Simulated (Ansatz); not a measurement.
WS$_{2}$:
```yaml
crystal:
  lattice:
    - [3.17236, 0.00000, 0.00000]
    - [-1.58618, 2.74734, 0.00000]
    - [0.00000, 0.00000, 33.00000]
  atoms:
    - { symbol: S, position: [0.00000, 0.00000, 0.45270] }
    - { symbol: S, position: [0.00000, 0.00000, 0.54730] }
    - { symbol: W, position: [0.66667, 0.33333, 0.50000] }
```
The layer is periodic in x and y and isolated along z.

Relaxed with r²SCAN+D4.

### Question
All from r²SCAN+D4 (plane waves, PAW; program Ansatz), unless another level is named. Give the hole effective mass with spin–orbit coupling, in the valley at K.

### Answer
0.33 mₑ.

### Question
Give the HSE06 ionisation potential.

### Answer
6.13 eV.

### Question
Predict the ionisation potential (Kohn–Sham).

### Answer
5.93 eV.

### Question
Give the HSE06 gap on the r²SCAN+D4 cell.

### Answer
2.32 eV.

Space group P-6m2 (1H). A layer that has been made, often on a substrate. Symmetry was held in the r²SCAN+D4 relaxation; its stability against distortions is not shown here. No spin polarisation was allowed. Scalar-relativistic: spin–orbit coupling is off unless named, which matters more the heavier the elements.

Potentials: the later of the program's two PAW sets.
